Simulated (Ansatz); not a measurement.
Ta3N5 in space group Cmcm (No. 63; Pearson symbol oS32), plane-wave PAW r²SCAN (Ansatz code), all energies at zero smearing, with the estimated change up to a 700 eV cutoff added, with one set of potentials and settings (totals compare only within such a set). Cell of 16 atoms (6 Ta, 10 N): -63534.451 eV.

```tsv
element	reference phase	E (eV/atom)
Ta	Im-3m, 1 atoms in the cell	-9944.3222
N	Pa-3, 8 atoms in the cell	-384.8315
```

Formation energy per atom, worked out: (-63534.451 − 6×(-9944.3222) − 10×(-384.8315))/16 = -1.263 eV/atom (-122 kJ per mol of atoms), at 0 K, without zero-point energy or fitted corrections.

The first step of the workflow began from a Materials Project structure, measured or hypothetical; the Crystallography Open Database files this formula in space group No. 63, but the cells were not matched. Its standing as an ambient phase is unchecked. The r²SCAN relaxation kept the symmetry of its start; its stability against distortions is not shown here. No spin polarisation was allowed. The references are the lowest solids computed at this level, not always the standard phases (solids in place of the gases). Spin–orbit coupling is left out wherever it is not named.

Potentials: the later of the program's two PAW sets.
